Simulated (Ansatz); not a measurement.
Total density of states per atom from r²SCAN (plane waves, PAW; program Ansatz), in 0.25 eV bins, energy from the Fermi level:

```
E (eV) | states/eV/atom
    -7.85 |  0.00
    -7.60 |  0.00
    -7.35 |  0.00
    -7.10 |  0.00
    -6.85 |  0.00
    -6.60 |  0.00
    -6.35 |  0.00
    -6.10 |  0.00
    -5.85 |  0.00
    -5.60 |  0.00
    -5.35 |  0.00
    -5.10 |  0.00
    -4.85 |  0.00
    -4.60 |  0.00
    -4.35 | ######### 0.71
    -4.10 | ##### 0.40
    -3.85 | #### 0.32
    -3.60 | #### 0.30
    -3.35 | ######### 0.66
    -3.10 | ################ 1.25
    -2.85 | ######### 0.70
    -2.60 | ########### 0.82
    -2.35 | ########## 0.80
    -2.10 | ####### 0.56
    -1.85 | ######### 0.68
    -1.60 | ############## 1.03
    -1.35 | ############ 0.88
    -1.10 | ############## 1.10
    -0.85 | ################ 1.22
    -0.60 | ################## 1.35
    -0.35 | ############################## 2.29
    -0.10 | ############ 0.93
     0.15 | ### 0.20
     0.40 | ## 0.18
     0.65 | ### 0.23
     0.90 | ### 0.20
     1.15 | #### 0.27
     1.40 | #### 0.29
     1.65 | ######## 0.59
     1.90 |  0.00
     2.15 |  0.00
     2.40 |  0.00
     2.65 |  0.00
     2.90 |  0.00
     3.15 |  0.00
     3.40 |  0.00
     3.65 |  0.00
     3.90 |  0.00
     4.15 |  0.00
     4.40 |  0.00
     4.65 |  0.00
```

Q: Which compound is it?
A) CsCl, rock salt
B) NaCl3, A15 (Cr3Si type)
C) InCl3, P6_3/mmc (In on 2d, Cl on 6h)
D) Na2S, P6_3/mmc (S on 2c, Na on 2a, Na on 2d)

A: B, NaCl3, A15 (Cr3Si type). Within 0.5 eV of the Fermi level: Cl 3p 99 %. Projections are on Löwdin-orthogonalised atomic valence shells; empty p or d shells of many metals are not among them.

Space group Pm-3n (A15 (Cr3Si type)). The workflow started from a Materials Project entry (that database holds measured and hypothetical structures alike); the Crystallography Open Database copy checked does not list it. Its standing as an ambient phase is unchecked. The r²SCAN relaxation kept the symmetry of its start. At this level the phase is dynamically unstable (imaginary phonons).

Potentials: the later of the program's two PAW sets.
